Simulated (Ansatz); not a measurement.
**Question.** Ru (hcp (Mg type), P6_3/mmc) is relaxed with plane-wave PAW LDA (Ansatz code). What lattice parameters of the conventional cell result?

**Answer.** a = 2.675 Å, c = 4.226 Å.

Symmetry was held in the LDA relaxation. The run is not spin-polarised. Axis ratios of metals converge slowly with the k-mesh, so a and c are less sure than the volume.

Potentials: the earlier of the program's two PAW sets.
